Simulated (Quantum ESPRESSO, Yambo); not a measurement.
TiCdO₃ (space group R-3, No. 148). The geometry is that of Materials Project entry mp-13641, symmetrised and not relaxed again. Chain: norm-conserving PBEsol (Quantum ESPRESSO, 102 Ry, no spin-orbit coupling); G0W0 in Yambo (2×2×2 Γ-centred k mesh, bands 11 to 200 and a 7 Ry block in the screening, 200 bands in G with the Bruneval-Gonze terminator, plasmon pole fitted at 27.2 eV); BSE (4×4×4 mesh, 18 valence and 12 conduction bands, static screening with 93 bands and a 3 Ry block, scissor 1.44 eV, Tamm-Dancoff).

```json
{
 "PBEsol gap (dense path)": "2.98 eV",
 "PBEsol gap F → Γ on the GW mesh": "3.06 eV",
 "PBEsol smallest direct gap on the GW mesh, at Γ": "3.07 eV",
 "G0W0 direct gap at that point": "4.51 eV",
 "G0W0 correction to the gap F → Γ": "1.42 eV",
 "lowest_exciton": "no binding energy given (see below)",
 "RPA electronic dielectric constant along x": "5.99 (4×4×4 mesh, PBEsol bands)"
}
```

Rough cost of the Yambo steps against G0W0 for 8 states: BSE about 3×, one RPA spectrum about 1/4.

Nearest settings tried, and what they do to the gap: 95 bands in G: +6 meV; 2 Ry block (47 vectors against 271): +378 meV. Not varied: bands in W, mesh. So the settings aren't converged at that level. The k mesh is coarse. The mesh misses a band edge: along a dense path the PBEsol gap is 2.98 eV against 3.06 eV on the mesh. The BSE states are vertical excitations (zero momentum); the indirect quasiparticle gap, about 4.40 eV, is smaller than the direct one (4.51 eV on the GW mesh). Convergence of the RPA response with its 4×4×4 mesh was not tested. The lowest state covers only about 7 of the 64 k points, so the mesh doesn't resolve it: its energy and its distance from the direct gap are mesh artefacts. An extended exciton needs a far denser mesh. Axes are Cartesian, with cell vectors (Å) (2.63, 1.52, 4.97), (-2.63, 1.52, 4.97), (0.00, -3.04, 4.97).

Spin-orbit splittings are left out.
